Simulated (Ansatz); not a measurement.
CdSe (zinc blende)

```xyz
2
Lattice="0.0000 3.0410 3.0410 3.0410 0.0000 3.0410 3.0410 3.0410 0.0000" Properties=species:S:1:pos:R:3 pbc="T T T"
Se     4.5615     4.5615     4.5615
Cd     0.0000     0.0000     0.0000
```

The slice is a {110} plane (indices of the conventional cell) through the point (0.000, 0.000, 0.000) (fractional), spanned by u = [100] and v = [1 -1 -1] in vectors of this cell: u (4.30 Å) and v (6.08 Å, at 90° to u). It covers one period; positions are fractions (u, v).

Calculation: PBEsol (plane waves to 420 eV, PAW, scalar-relativistic; Ansatz, an electronic-structure program). k mesh 9×9×9. These are valence fields of a PAW run, semicore shells included where kept as valence: close to a nucleus they are smooth pseudo fields. CdSe was relaxed with its symmetry unable to fall. The PAW data are Ansatz's earlier set.

Around which element is the density of the highest valence band (whole band, smooth part) largest on this plane?

Se. Mean over a disc round each atom, of radius 0.45 times the shortest bond: Se 0.142, Cd 0.015 e/Å³.

What is the valence density on the shortest Se–Cd line in this plane (2.63 Å), at its minimum between the atoms?

0.38 e/Å³.

What is the ELF at the density minimum of the shortest Se–Cd line in this plane (2.63 Å)?

0.3.

Sketch the electron localisation function (ELF) on this plane as a map.


```
|xxxxxx++==--::..::::--------::::..::--==++xxxx|
|xxxx**====--::....................::--====**xx|
|++++====--::::......        ......::::--====++|
|====----::::::....            ....::::::----==|
|----::::::::....                ....::::::::--|
|::::::........                    ........::::|
|............                        ..........|
|..........                            ........|
|....                                        ..|
|                                              |
|                                              |
|                                              |
|                                              |
|                  ............                |
|              ....::--------::....            |
|            ..::--==++++++++==--::..          |
|          ..--==**############**==--..        |
|        ..--++**##%%%%@@@@%%%%##**++--..      |
|      ..--++**%%%%@@@@@@@@@@@@%%%%**++--..    |
|      ::==**##%%@@@@@@@@@@@@@@@@%%##**==::    |
|    ..--++##%%@@@@%%%%####%%%%@@@@%%##++--..  |
|    ..--**%%%%@@@@##xxxxxxxx##@@@@%%%%**--..  |
|....::--**%%@@@@%%**xxxxxxxx**%%@@@@%%**--::..|
|....::--**%%@@@@%%xxxxxxxxxxxx%%@@@@%%**--::..|
|......::++%%@@@@@@**xxxxxxxx**@@@@@@%%++::....|
|::::..::--**@@@@@@%%xxxxxxxx%%@@@@@@**--::..::|
|--::::::::==##@@@@@@%%####%%@@@@@@##==::::::::|
|==----::::::++%%@@@@@@@@@@@@@@@@%%++::::::----|
|++++==--::::--**%%@@@@@@@@@@@@%%**--::::--==++|
|xxxx**==--::::==**%%%%@@@@%%%%**==::::--==**xx|
|xxxxxx++--::::::==**########**==::::::--++xxxx|
|xxxxxx++==--::::::==++++++++==::::::--==++xxxx|
```
Scale: ten equal steps from 0.01 (start of ' ') to 0.82 (end of '@'), in the order ' .:-=+*#%@'. Values: electron localisation function (ELF). The map has 23 points along u (two characters each, u = 0 at the left) and 32 along v (v = 0 in the bottom row). Points within 0.5 Å of a nucleus are blanked (x), as the pseudised field means little there.
